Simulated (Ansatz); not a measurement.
Given:

MgO (rock salt) is sheared across one {100} plane: the third cell vector gains the shift, so faults repeat every 6.4 Å. The cut lies between planes 2.13 Å apart; the cell height is held.

```
CELL_PARAMETERS angstrom
      3.00785     0.00000     0.00000
      0.00000     3.00785     0.00000
      1.50393     1.50393     6.38062
ATOMIC_POSITIONS crystal
  O  0.00000 0.00000 0.83333
  O  0.33333 0.33333 0.16667
  O  0.66667 0.66667 0.50000
  Mg 0.50000 0.50000 0.83333
  Mg 0.83333 0.83333 0.16667
  Mg 0.16667 0.16667 0.50000
```

In-plane vectors a = (3.008, 0.000) Å, b = (0.000, 3.008) Å, area 9.05 Å². The shift is s times the vector a (length 3.008 Å), so s = 1 restores the start. The shift is rigid: no atom relaxes. γ = [E(shift) − E(0)] / area.

Calculation: PBE (plane waves to 420 eV, PAW, scalar-relativistic; Ansatz, a program for electronic structure). k mesh 9×9×9 (Γ-centred), Fermi-Dirac smearing 0.05 eV. Energies are extrapolated to zero smearing. Faults lie only 6.4 Å apart, and holding the cell height and the atoms raises γ above its relaxed value. MgO was relaxed with its symmetry unable to fall. γ is measured from zero shift.

The scan covers s from 0.000 to 0.917 in 12 points.

**Question.** At which s is γ highest?

**Answer.** s = 0.500.

**Question.** Does γ have a local minimum between the ends of the line, and at which s?

**Answer.** No computed point is one.

**Question.** What is the highest γ among twelve even steps of s?

**Answer.** 3.15 J/m².

(The slope of γ gives the shear force per area between the displaced halves; near zero shift its curvature is an elastic stiffness.)
